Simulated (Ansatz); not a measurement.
**Equation of state of TiRh3 from a dense series**

```yaml
crystal:
  lattice:
    - [3.82200, 0.00000, 0.00000]
    - [0.00000, 3.82200, 0.00000]
    - [0.00000, 0.00000, 3.82200]
  atoms:
    - { symbol: Ti, position: [0.00000, 0.00000, 0.00000] }
    - { symbol: Rh, position: [0.00000, 0.50000, 0.50000] }
    - { symbol: Rh, position: [0.50000, 0.00000, 0.50000] }
    - { symbol: Rh, position: [0.50000, 0.50000, 0.00000] }
```

Atom numbers follow the list: Ti1, Rh2, Rh3, Rh4.

The cell comes from COD entry 1537861, which wasn't checked; take it as a given geometry.

Spin polarisation is left out, and whether a magnetic state lies lower isn't shown here.

Level of theory: DFT, LDA, all-electron LAPW, scalar-relativistic in Ansatz 0.2.0.

Sampling and basis: a Γ-centred 10×10×10 k mesh, Fermi–Dirac smearing of 0.03 eV, basis error target 1 meV/atom, no spin polarisation.

The cell is scaled evenly. Fractional coordinates are held (clamped ions).

| V (Å³/atom) | P (GPa) |
| --- | --- |
| 13.120 | 6.25 |
| 13.399 | 0.07 |
| 13.678 | -5.41 |
| 13.818 | -7.91 |
| 13.958 | -10.27 |
| 14.097 | -12.48 |
| 14.237 | -14.57 |
| 14.516 | -18.38 |

(1) Fit a third-order Birch–Murnaghan curve to the pressures.

(2) Predict the pressure at the withheld volume, 14.795 Å³/atom.

## Answers

(1) P = (3B0/2)(y^(7/2) − y^(5/2))[1 + (3/4)(B0′ − 4)(y − 1)] with y = (V0/V)^(2/3) fits within 0.01 GPa for V0 = 13.403 Å³/atom, B0 = 278.9 GPa and B0′ = 4.80.

(2) There y = 0.9362, so the fit gives -21.76 GPa; the run gave -21.75 GPa.
